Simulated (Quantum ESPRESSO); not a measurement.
# Zn4Se2OS: input and log of a self-consistent run

Computed values, not a measurement. The program is pw.x of Quantum ESPRESSO 7.5 (plane-wave density functional theory). The cell is made up: 8 atoms on a zincblende/diamond lattice, with randomly drawn elements, strain and displacements, not relaxed. PseudoDojo standard norm-conserving files (v0.5 for PBE, v0.4.1 for LDA and PBEsol) set the functional; there is no spin polarisation, spin-orbit coupling or dispersion term, and the masses in the input are unused placeholders.

Input:

```
&control calculation='scf', pseudo_dir='./dojo.nc.sr.pbe.v0_5.standard.upf', outdir='./o', disk_io='medium', tprnfor=.true., tstress=.true. /
&system ibrav=0, nat=8, ntyp=4, nbnd=68, ecutwfc=107.82251126, nosym=.true., tot_charge=0,
 occupations='smearing', smearing='fd', degauss=0.0018374661
/
&electrons conv_thr=7.350e-09, electron_maxstep=60, /
ATOMIC_SPECIES
O 1.0 O.upf
S 1.0 S.upf
Se 1.0 Se.upf
Zn 1.0 Zn.upf
CELL_PARAMETERS angstrom
5.5046 0.0087 -0.028
0.0087 5.4954 -0.0361
-0.028 -0.0361 5.6114
ATOMIC_POSITIONS angstrom
Zn -0.0333 0.0222 -0.033
Zn 0.0249 2.7194 2.7448
Zn 2.6401 -0.0462 2.8114
Zn 2.7518 2.6782 0.0218
Se 1.3359 1.3618 1.4274
O 1.4016 4.1349 4.1826
S 4.144 1.263 4.1859
Se 4.1514 4.1525 1.3813
K_POINTS automatic
6 6 6 1 1 1
```

The log is shortened where brackets say so; the opening notice, blank lines, dates and the lines on written files are dropped, and the path of the files is cut. It prints rydbergs, bohrs and kilobars, and counts compression as positive stress.

```
     Program PWSCF v.7.5
     Parallel version (MPI & OpenMP), running on       1 processor cores
     Number of MPI processes:                 1
     Threads/MPI process:                     1
     [start-up lines left out]
     bravais-lattice index     =            0
     lattice parameter (alat)  =      10.4023  a.u.
     unit-cell volume          =    1145.4140 (a.u.)^3
     number of atoms/cell      =            8
     number of atomic types    =            4
     number of electrons       =       124.00
     number of Kohn-Sham states=           68
     kinetic-energy cutoff     =     107.8225  Ry
     charge density cutoff     =     431.2900  Ry
     scf convergence threshold =      7.3E-09
     mixing beta               =       0.7000
     number of iterations used =            8  plain     mixing
     Exchange-correlation= PBE
                           (   1   4   3   4   0   0   0)
     [axes and pseudopotential details left out]
   Cartesian axes
     site n.     atom                  positions (alat units)
         1        Zn     tau(   1) = (  -0.0060494   0.0040329  -0.0059949  )
         2        Zn     tau(   2) = (   0.0045234   0.4940162   0.4986304  )
         3        Zn     tau(   3) = (   0.4796102  -0.0083929   0.5107292  )
         4        Zn     tau(   4) = (   0.4999021   0.4865316   0.0039603  )
         5        Se     tau(   5) = (   0.2426845   0.2473896   0.2593067  )
         6        O      tau(   6) = (   0.2546198   0.7511611   0.7598264  )
         7        S      tau(   7) = (   0.7528142   0.2294412   0.7604259  )
         8        Se     tau(   8) = (   0.7541585   0.7543584   0.2509320  )
     number of k points=   108  Fermi-Dirac smearing, width (Ry)=  0.0018
     Number of k-points >= 100: set verbosity='high' to print them.
     Dense  grid:   173271 G-vectors     FFT dimensions: (  72,  72,  72)
     Estimated max dynamical RAM per process >     279.48 MB
     Initial potential from superposition of free atoms
     starting charge     123.9993, renormalised to     124.0000
     Starting wfcs are   66 randomized atomic wfcs +    2 random wfcs
     total cpu time spent up to now is       61.3 secs
     per-process dynamical memory:   147.0 Mb
     Self-consistent Calculation
     iteration #  1     ecut=   107.82 Ry     beta= 0.70
     Davidson diagonalization with overlap
     ethr =  1.00E-02,  avg # of iterations =  4.5
     Threshold (ethr) on eigenvalues was too large:
     Diagonalizing with lowered threshold
     Davidson diagonalization with overlap
     ethr =  8.88E-04,  avg # of iterations =  1.0
     total cpu time spent up to now is      413.6 secs
     total energy              =   -2212.00530575 Ry
     estimated scf accuracy    <       1.08723353 Ry
     iteration #  2     ecut=   107.82 Ry     beta= 0.70
     Davidson diagonalization with overlap
     ethr =  8.77E-04,  avg # of iterations =  7.1
     total cpu time spent up to now is      593.7 secs
     total energy              =   -2211.23147912 Ry
     estimated scf accuracy    <       8.26648774 Ry
     iteration #  3     ecut=   107.82 Ry     beta= 0.70
     Davidson diagonalization with overlap
     ethr =  8.77E-04,  avg # of iterations =  5.6
     total cpu time spent up to now is      827.7 secs
     total energy              =   -2212.57079174 Ry
     estimated scf accuracy    <       0.31595874 Ry
     iteration #  4     ecut=   107.82 Ry     beta= 0.70
     Davidson diagonalization with overlap
     ethr =  2.55E-04,  avg # of iterations =  2.0
     total cpu time spent up to now is      974.4 secs
     total energy              =   -2212.58427880 Ry
     estimated scf accuracy    <       0.05623068 Ry
     iteration #  5     ecut=   107.82 Ry     beta= 0.70
     Davidson diagonalization with overlap
     ethr =  4.53E-05,  avg # of iterations =  2.5
     total cpu time spent up to now is     1131.7 secs
     total energy              =   -2212.58578569 Ry
     estimated scf accuracy    <       0.00753033 Ry
     iteration #  6     ecut=   107.82 Ry     beta= 0.70
     Davidson diagonalization with overlap
     ethr =  6.07E-06,  avg # of iterations =  7.7
     total cpu time spent up to now is     1330.2 secs
     total energy              =   -2212.58743276 Ry
     estimated scf accuracy    <       0.00118869 Ry
     iteration #  7     ecut=   107.82 Ry     beta= 0.70
     Davidson diagonalization with overlap
     ethr =  9.59E-07,  avg # of iterations =  2.0
     total cpu time spent up to now is     1482.9 secs
     total energy              =   -2212.58756082 Ry
     estimated scf accuracy    <       0.00009439 Ry
     iteration #  8     ecut=   107.82 Ry     beta= 0.70
     Davidson diagonalization with overlap
     ethr =  7.61E-08,  avg # of iterations =  2.9
     total cpu time spent up to now is     1630.7 secs
     total energy              =   -2212.58757479 Ry
     estimated scf accuracy    <       0.00000159 Ry
     iteration #  9     ecut=   107.82 Ry     beta= 0.70
     Davidson diagonalization with overlap
     ethr =  1.28E-09,  avg # of iterations =  4.4
     total cpu time spent up to now is     1833.6 secs
     total energy              =   -2212.58757548 Ry
     estimated scf accuracy    <       0.00000034 Ry
     iteration # 10     ecut=   107.82 Ry     beta= 0.70
     Davidson diagonalization with overlap
     ethr =  2.78E-10,  avg # of iterations =  2.0
     total cpu time spent up to now is     2001.0 secs
     total energy              =   -2212.58757552 Ry
     estimated scf accuracy    <       0.00000007 Ry
     iteration # 11     ecut=   107.82 Ry     beta= 0.70
     Davidson diagonalization with overlap
     ethr =  5.85E-11,  avg # of iterations =  2.1
     total cpu time spent up to now is     2199.0 secs
     End of self-consistent calculation
     [lines on levels left out]
!    total energy              =   -2212.58757553 Ry
     estimated scf accuracy    <          2.2E-09 Ry
     smearing contrib. (-TS)   =      -0.00000000 Ry
     internal energy E=F+TS    =   -2212.58757553 Ry
     The total energy is F=E-TS. E is the sum of the following terms:
     one-electron contribution =   -1746.88922879 Ry
     hartree contribution      =     892.51315015 Ry
     xc contribution           =    -291.07846789 Ry
     ewald contribution        =   -1067.13302899 Ry
     convergence has been achieved in  11 iterations
     Forces acting on atoms (cartesian axes, Ry/au):
     atom    1 type  4   force =     0.03224904   -0.03685964   -0.04003164
     atom    2 type  4   force =     0.00107774    0.03606028    0.07283820
     atom    3 type  4   force =    -0.01291463   -0.03690666    0.06413414
     atom    4 type  4   force =    -0.00340470    0.02934695   -0.05090766
     atom    5 type  3   force =     0.01512906   -0.01140147   -0.02078360
     atom    6 type  1   force =    -0.00437515   -0.00132992   -0.00688365
     atom    7 type  2   force =    -0.01724786    0.02956913   -0.01240528
     atom    8 type  3   force =    -0.01051350   -0.00847867   -0.00596051
     Total force =     0.148719     Total SCF correction =     0.000153
     Computing stress (Cartesian axis) and pressure
          total   stress  (Ry/bohr**3)                   (kbar)     P=      -22.60
  -0.00011872  -0.00008625   0.00005008          -17.46      -12.69        7.37
  -0.00008625  -0.00012536   0.00002275          -12.69      -18.44        3.35
   0.00005008   0.00002275  -0.00021679            7.37        3.35      -31.89
     init_run     :     54.33s CPU     61.19s WALL (       1 calls)
     electrons    :   2016.04s CPU   2137.76s WALL (       1 calls)
     forces       :     36.43s CPU     37.70s WALL (       1 calls)
     stress       :    101.81s CPU    107.08s WALL (       1 calls)
     [timing details left out]
     PWSCF        :  36m51.23s CPU  39m11.32s WALL
     JOB DONE.
```

In other units: free energy -30103.788 eV for the cell, pressure -2.26 GPa, largest force component 1.873 eV/Å. This run is the check on a run of the same cell at 1170 eV and a 4 x 4 x 4 mesh: rerunning at 1467 eV and a 6 x 6 x 6 mesh moved values by no more than 0.003 eV in energy, 0.02 GPa in stress and 0.002 eV/Å in force.